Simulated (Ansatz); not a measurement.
LaGe (CrB-type structure)

The computed numbers are results of PBEsol, scalar-relativistic (no spin polarisation) in the plane-wave PAW code Ansatz at 420 eV, Γ-centred 8×8×8 mesh, 0.05 eV Gaussian smearing; PAW files: Ansatz's generated set soft_2.

```yaml
crystal:
  lattice:
    - [2.28014, -5.60955, 0.00000]
    - [2.28014, 5.60955, 0.00000]
    - [0.00000, 0.00000, 4.06095]
  atoms:
    - { symbol: La, position: [0.86112, 0.13888, 0.25000] }
    - { symbol: La, position: [0.13888, 0.86112, 0.75000] }
    - { symbol: Ge, position: [0.57678, 0.42322, 0.25000] }
    - { symbol: Ge, position: [0.42322, 0.57678, 0.75000] }
```

The cell came from substitution into a structure type; whether the compound takes it is for experiment to say.

The cell is relaxed to zero pressure at this level.

Path: Γ–Y–C0 | Σ0–Γ–Z–A0 | E0–T–Y | Γ–S–R–Z–T, with Γ = (0.000, 0.000, 0.000), Y = (-0.500, 0.500, 0.000), C0 = (-0.291, 0.709, 0.000), Σ0 = (0.291, 0.291, 0.000), Z = (0.000, 0.000, 0.500), A0 = (0.291, 0.291, 0.500), E0 = (-0.291, 0.709, 0.500), T = (-0.500, 0.500, 0.500), S = (0.000, 0.500, 0.000), R = (0.000, 0.500, 0.500) in reciprocal vectors of the calculation's cell.

**Question.** Is it a metal or an insulator, and if it has a gap, where are the band edges on this path?

**Answer.** A metal: bands cross the Fermi level.

Bands as a text map, energy in eV from the Fermi level (dashes), each leg drawn with the same width:
```
  1.75 | * **************  ******       *   *****  ********** ******    
  1.50 |******** *****  ****  * ****     *  ******** ******* ***    *   
  1.25 |*********    *** *****      **    **  *******   *            ***
  1.00 |  **           **  * *        *   *****    * ****             **
  0.75 |*   *    * **** *** *            *  **   ****                   
  0.50 |**** **   ****** ***           *     * ****  *   *              
  0.25 |  *            *   *            *   * *       *** *             
  0.00 |-------*-*------*---**-----******--*--*----**------***----------
 -0.25 |   *    *           * *   *      ***             * *          **
 -0.50 |        *           *  ***          **            *   ********  
 -0.75 |    *  *       *   * **              ***                        
 -1.00 | ** *** *       *             *        **  **                   
 -1.25 |** *          * ***  *    **** *         ***      **            
 -1.50 |  *****  *     **    *          *   *   *  ***      ***         
 -1.75 |  ******   *** * * **    *       ******** * * ** * *          **
 -2.00 |*****   ***       *** * *             *  *   *  * *    *    **  
 -2.25 |     **********  *   ***             * ** *   ****      ****    
 -2.50 |         *               **         *             **            
 -2.75 |                    *   *  *               *     *  *****       
 -3.00 |          *     *      *    **        *                  ****   
 -3.25 |           **        **       ** ***        * ***            ***
 -3.50 |             * *                *  *         *                  
 -3.75 |              *                      *                          
 -4.00 |                                    *                           
 -4.25 |                                                                
 -4.50 |                                                                
 -4.75 |                                                                
 -5.00 |                                                                
        Γ    Y     CΣ     Γ    Z    AE    T     YΓ     S    R    Z     T
```

Scalar-relativistic only: spin–orbit splittings of the heavy atoms' levels are missing.
